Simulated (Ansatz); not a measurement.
Starting cell, WSi₂ (MoSi2 type, space group I4/mmm):

```yaml
crystal:
  lattice:
    - [-1.61458, 1.61458, 3.93362]
    - [1.61458, -1.61458, 3.93362]
    - [1.61458, 1.61458, -3.93362]
  atoms:
    - { symbol: W, position: [0.00000, 0.00000, 0.00000] }
    - { symbol: Si, position: [0.33458, 0.33458, 0.00000] }
    - { symbol: Si, position: [0.66542, 0.66542, 0.00000] }
```

In this cell atom 1 (W, nearest neighbour Si at 2.628 Å; its periodic images, 3.2 Å or more away, move with it) is moved by s along Cartesian [110], unit vector (0.707, 0.707, 0.000); all other atoms and the cell stay fixed.

Calculation: PBE (plane waves to 420 eV, PAW, scalar-relativistic; Ansatz, a quantum-chemistry and plane-wave program). k mesh 16×16×16 (Γ-centred), Fermi-Dirac smearing 0.05 eV. E stands for the smeared free energy. Left out: 2 of 11 points, with atoms too close for the PAW data. With partly filled bands, energies and forces of such displacements shift with the k mesh and the smearing. Spin-orbit coupling is left out, though W is heavy. WSi2 is run without spin polarisation. WSi2 was relaxed with its symmetry unable to fall. ΔE is measured from the undisplaced structure. The last digit holds for this mesh only.

```
s (Å)   ΔE (meV/cell)
------  -------------
-0.632       withheld
-0.474         1479.9
-0.316          574.2
-0.158          130.4
0.000             0.0
0.158           130.4
0.316           574.2
0.474          1479.9
0.632        withheld
```

Problem. Fit an even polynomial form (powers 2, 4, 6) to the given rows and predict ΔE at s = 0.632.

Solution. Least squares on the 7 given rows: ΔE = (5044)·s² + (7241)·s⁴ + (-1660)·s⁶, in meV/cell with s in Å; root-mean-square residual 0.03 meV/cell. At 0.632 the fit gives 3064.1 meV/cell; the calculation gives 3069.0 meV/cell, so the extrapolation is off by -4.9 (-0.2 %). The quadratic term alone would give 2014.7 meV/cell.

(For displaced atoms, the force is minus the slope of the energy, and its curvature is a force constant, which sets phonon frequencies.)
